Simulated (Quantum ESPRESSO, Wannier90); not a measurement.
# Wannierisation of InTe (rock salt)

Materials Project entry mp-2597; symmetrised, unrelaxed at this level. COD (Crystallography Open Database) has an entry of this formula and space group (matched by these alone). Method: PBEsol plane waves in Quantum ESPRESSO 7.5 (PseudoDojo norm-conserving files, 66 Ry, no spin polarisation, no spin-orbit coupling), Bloch states on a 8×8×8 mesh through Γ, Wannier90 4.0.1. Density: 8×8×8 mesh, cold smearing 0.01 Ry. Spin-orbit coupling is left out although heavy elements are present.

```
begin unit_cell_cart
ang
    0.0000000000    3.1198300000    3.1198300000
    3.1198300000    0.0000000000    3.1198300000
    3.1198300000    3.1198300000    0.0000000000
end unit_cell_cart
mp_grid = 8 8 8
```

Neighbour vectors b of the finite-difference formula (Å⁻¹), by shell:

| shell | b_x | b_y | b_z |
|---|---|---|---|
| 1 | 0.12587 | 0.12587 | -0.12587 |
| 1 | 0.12587 | -0.12587 | 0.12587 |
| 1 | -0.12587 | 0.12587 | 0.12587 |
| 1 | 0.12587 | 0.12587 | 0.12587 |
| 1 | -0.12587 | -0.12587 | 0.12587 |
| 1 | -0.12587 | 0.12587 | -0.12587 |
| 1 | 0.12587 | -0.12587 | -0.12587 |
| 1 | -0.12587 | -0.12587 | -0.12587 |

Task: Find the weights w_b from the completeness condition Σ_b w_b b_α b_β = δ_αβ.

Result: Shell 1: Σ b_x² = 0.127, Σ b_y² = 0.127, Σ b_z² = 0.127 Å⁻²
Each of the three diagonal sums, weighted, has to give 1 and the off-diagonal ones 0, which holds for w_1 = 7.89 Å². Check on xx: 7.89×0.127 = 1.00.

On this mesh the 4 functions of bands 12-15 (bands 12-15; start: atomic waves In 5s, Te 5p, conv_tol = 1.0e-6) end with spreads 6.8657, 4.6402, 4.6402, 4.6402 Å², Ω_I = 18.4591 Å² and Ω_D = 0.3205 Å².

Ω_total is the sum of the spreads, 20.786 Å². Ω_OD = Ω_total − Ω_I − Ω_D = 2.007 Å². Only (Ω_D + Ω_OD)/Ω_total = 11.2 % depends on the gauge, and another start could lower the total by that share at most. The rms radius is √(Ω_total/4) = 2.28 Å.
